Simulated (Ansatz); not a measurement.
## KRb2RhF6, a database entry at a rescaled volume

```
CELL_PARAMETERS angstrom
0.00000 4.45019 4.45019
4.45019 0.00000 4.45019
4.45019 4.45019 0.00000
ATOMIC_POSITIONS crystal
K 0.50000 0.50000 0.50000
F 0.77600 0.22400 0.22400
F 0.22400 0.77600 0.22400
F 0.22400 0.77600 0.77600
F 0.77600 0.22400 0.77600
F 0.22400 0.22400 0.77600
F 0.77600 0.77600 0.22400
Rh 0.00000 0.00000 0.00000
Rb 0.25000 0.25000 0.25000
Rb 0.75000 0.75000 0.75000
```

Level: r2SCAN, no spin polarisation; 500 eV; 5×5×5 Γ-centred mesh; gaussian occupations (width 0.0865 eV); Ansatz 0.2.0, fixed geometry.

(1) What is the band gap?

(2) How is the charge shared?

(3) Describe some of the short contacts.

(4) Which orbitals make up the band edges?

(5) Where is the largest force?

Origin: a database entry at a rescaled volume.

Results:

(1) The gap is 2.75 eV, direct at the points sampled.

(2) Bader charges in e: K +0.88, Rb +0.92, Rh +1.64, F -0.73. In the mean Rh gives up most and F takes most.

(3) F–Rh at 1.99 Å: least valence density 0.65 e/Å³ and ELF 0.10 there. K–F at 2.46 Å: least valence density 0.17 e/Å³ and ELF 0.04 there, a closed-shell (ionic or weak) contact. Rb–F at 3.16 Å: least valence density 0.05 e/Å³ and ELF 0.02 there, a closed-shell (ionic or weak) contact. Both are smooth PAW fields, read partly inside the augmentation spheres.

(4) Within 0.7 eV of the edges, the states project mainly on Rh d (74 %) and F p (24 %) below the gap and on Rh d (66 %) and F p (29 %) above it.

(5) The largest is on F6 (and as large on other atoms): 0.30 eV/Å, components (0.00, 0.00, -0.30). It makes 0° with the line to a nearest neighbour, Rh8 at 1.99 Å, pointing towards it.
